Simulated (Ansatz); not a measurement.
## Computed properties of ZrSnTe

ZrSnTe:
```
ZrSnTe
1.0
    4.04165     0.00000     0.00000
    0.00000     4.04165     0.00000
    0.00000     0.00000     8.68568
Zr Sn Te
2 2 2
Direct
  0.50000   0.00000   0.26459
  0.00000   0.50000   0.73541
  0.00000   0.00000   0.00000
  0.50000   0.50000   0.00000
  0.50000   0.00000   0.61828
  0.00000   0.50000   0.38172
```

Space group P4/nmm (No. 129); conventional cell a = b = 4.0416 Å, c = 8.6857 Å, α = β = γ = 90.00°.

Method: DFT-PBEsol in the program Ansatz with PAW potentials. Geometry: relaxed at this level of theory. Other levels are named where they apply.

**Cell and energy**

```yaml
volume_per_atom: 23.65 Å³
density: 7.90 g/cm³
Formation energy from the elements (no fitted shifts): -73 kJ/mol of atoms
```

**Electronic structure**

```yaml
electronic_character: metallic (no gap)
Density of states at the Fermi level: 0.11 states/eV per atom (mean over ±0.08 eV)
Gap with spin–orbit coupling: none (metallic)
```

**Mechanics**

```yaml
Bulk modulus (Birch–Murnaghan fit): 93.2 GPa
Pressure derivative B′: 4.6
```

**Phonons**

```yaml
highest_zone_centre_frequency: 216 cm⁻¹
zone_centre_stability: no imaginary mode at Γ
```

The workflow started from a Materials Project entry (that database holds measured and hypothetical structures alike); the Crystallography Open Database copy checked does not list it. Whether it is the stable phase at ambient conditions was not checked. The cell was relaxed with PBEsol under the symmetry of its start. The run is not spin-polarised. As this level gives no gap, phonon frequencies hold no LO–TO term and depend on the k-mesh and smearing (Fermi–Dirac, 0.1 eV here). The references are the lowest solids computed at this level, not always the standard phases. Scalar-relativistic: spin–orbit coupling is off unless named, which matters more the heavier the elements.

Potentials: the later of the program's two PAW sets.
